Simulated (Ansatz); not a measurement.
LiC6:
```
LiC6
1.0
    1.25307    -6.48245     0.00000
    1.25307     6.48245     0.00000
    0.00000     0.00000     3.64816
C Li
6 1
Direct
  0.94318   0.05682   0.00000
  0.38722   0.61278   0.00000
  0.61278   0.38722   0.00000
  0.05682   0.94318   0.00000
  0.27711   0.72289   0.00000
  0.72289   0.27711   0.00000
  0.50000   0.50000   0.50000
```

Relaxed with PBE. Special points in fractions of this cell's reciprocal vectors: Γ (0.000, 0.000, 0.000); Y (-0.500, 0.500, 0.000); C0 (-0.259, 0.741, 0.000); Σ0 (0.259, 0.259, 0.000); Z (0.000, 0.000, 0.500); A0 (0.259, 0.259, 0.500); E0 (-0.259, 0.741, 0.500); T (-0.500, 0.500, 0.500); S (0.000, 0.500, 0.000); R (0.000, 0.500, 0.500).

**Question.** List the band energies nearest the Fermi level at these points for PBE (plane waves, PAW; program Ansatz).

**Answer.** In eV from the Fermi level; about four levels below and three above (degenerate sets whole), none deeper than 8.9 eV; points with the same levels are listed once.

| k | below | above |
|---|---|---|
| Γ | -5.68 -5.37 -4.35 -4.28 | 1.58 3.03 3.34 |
| Y | -6.43 -5.63 -5.33 -3.38 | 0.48 2.00 2.19 |
| C0 | -7.92 -4.34 -3.44 -3.39 | 0.62 1.06 1.42 |
| Z | -6.92 -6.39 -4.33 -4.26 | 2.49 2.77 5.35 |
| A0 | -6.14 -4.52 -4.34 -0.65 | 0.28 0.35 5.91 |
| T | -5.60 -5.30 -4.62 -0.60 | 5.21 6.32 6.85 |
| S | -7.59 -4.29 -3.58 -3.21 | 0.38 1.01 1.59 |
| R | -6.12 -4.47 -4.33 -0.86 | 0.33 0.41 5.41 |

Space group Cmmm. The start of the workflow was typed in or built on a structure type; neither database checked (COD, Materials Project) lists it. Whether it is the stable phase at ambient conditions was not checked. The PBE relaxation kept the symmetry of its start; whether a distortion lowers the energy is not shown.

Potentials: the later of the program's two PAW sets.
